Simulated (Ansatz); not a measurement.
## AlH₃, a database entry at a rescaled volume

```
CELL_PARAMETERS angstrom
4.24179 0.00000 0.00000
-2.12089 3.67350 0.00000
-2.12089 1.22450 3.76111
ATOMIC_POSITIONS crystal
Al 0.00000 0.00000 0.00000
Al 0.50000 0.50000 0.50000
H 0.88000 0.75000 0.75000
H 0.25000 0.38000 0.75000
H 0.62000 0.12000 0.75000
H 0.12000 0.25000 0.25000
H 0.75000 0.62000 0.25000
H 0.38000 0.88000 0.25000
```

The numbers come from plane-wave PAW DFT (Ansatz): r2SCAN, no spin polarisation, 500 eV, 8×8×8 Γ-centred k points, gaussian occupations (width 0.0184 eV). Nothing was relaxed.

Q: What is the formation energy?

A: -0.04 eV an atom against the elements' usual phases (free molecules for gases, crystals otherwise, with no correction for O₂ or N₂), too near zero to call. Relaxing would lower it.

Q: Is the cell too large or too small?

A: The pressure is 12.0 GPa (compression positive), so with the atoms held at these fractions the cell would first expand.

Q: What is the character of the valence top and the conduction bottom?

A: Within 0.7 eV of the edges, the states project mainly on H s (87 %) below the gap and on Al s (84 %) above it.

Q: Metal or insulator? Give the gap.

A: The gap is 4.01 eV, indirect (the least direct gap found is 4.15 eV).

Origin: a database entry at a rescaled volume. Caveats: atoms or cell far from equilibrium.
